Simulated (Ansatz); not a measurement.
# NaCl: the gap against volume

NaCl, Fm-3m, a = 5.608 Å. Ansatz: r2SCAN, PAW, 500 eV, Γ-centred 8×8×8 mesh on 2 atoms, Gaussian smearing 0.02 eV; no spin polarisation. Symmetry fixes shape and atoms, so the cell is only scaled; x = ln(V/V0) with V0 = 22.046 Å³/atom. The gap is read at the mesh points alone.

| x | gap y (eV) |
| --- | --- |
| -0.0619 | 6.245 |
| -0.0305 | 6.102 |
| 0.0000 | 5.970 |
| 0.0296 | 5.847 |
| 0.0583 | ? |

Question: Fit a straight line to the other rows, give the volume deformation potential of the gap and its pressure coefficient, and predict the missing gap. B0 = 27.5 GPa.

Answer: Means x = -0.01570, y = 6.0410; Σ(Δx)² = 0.004652, ΣΔxΔy = -0.02023; the slope is their ratio. y = 5.9727 − 4.3487 x. The slope is the deformation potential a = dE_g/d ln V = -4.35 eV, and dE_g/dP = −a/B0 = 158 meV/GPa. At x = 0.0583 the fit asked for gives 5.719 eV. The run gave 5.733 eV, so the fit is 0.014 eV too low, 2.7 % of the span of the series, against an rms of 0.003 eV on the fitted rows. The row lies outside the fitted range. With a term in x² added, a fit to the same known rows predicts 5.734 eV, so most of the miss is curvature that the known rows already hold.

Semilocal functionals give gaps under the measured ones; changes of the gap mostly carry over better.

Cost: 5 runs of about 0.32 core-minutes in all, on Arm Neoverse V2 (shared hosts).